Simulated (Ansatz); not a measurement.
A relaxed cell of W (Im-3m (No. 229)), relaxed on a k-mesh at least as fine as the one used below. The numbers are results of r2SCAN (plane waves to 500 eV, PAW, scalar-relativistic; Ansatz, a program for electronic structure), not measurements. Γ-centred k-mesh 21×11×21 on the run's cell, Fermi–Dirac smearing 0.05 eV.

```
CELL_PARAMETERS angstrom
     -1.58438     1.58438     1.58438
      3.16877    -3.16877     3.16877
      1.58438     1.58438    -1.58438
ATOMIC_POSITIONS crystal
  W  0.00000 0.00000 0.00000
  W  0.00000 0.50000 0.00000
```

The atoms are displaced by (Å):

```json
[
 {"atom": "W1", "ux": "0.043", "uy": "-0.024", "uz": "-0.027"},
 {"atom": "W2", "ux": "-0.037", "uy": "-0.020", "uz": "0.096"}
]
```

Task: What forces (eV/Å) and pressure result?

Result: 
| atom | Fx | Fy | Fz |
|---|---|---|---|
| W1 | -0.41 | 0.02 | 1.17 |
| W2 | 0.41 | -0.02 | -1.17 |

Pressure +0.7 GPa.

Task: Estimate the energy cost of the displacement in the harmonic approximation and compare with the calculation.

Result: For a harmonic well ΔE = −½ Σ F·u = 0.089 eV a cell, or 44 meV/atom. The calculated energy relative to the undisplaced cell is +0.05 eV/atom, so the harmonic estimate holds well.

No spin polarisation in the result.

The run that gave the undisplaced cell could not lose the symmetry of its start; a randomly shaken copy of 2 atoms returns to this structure.
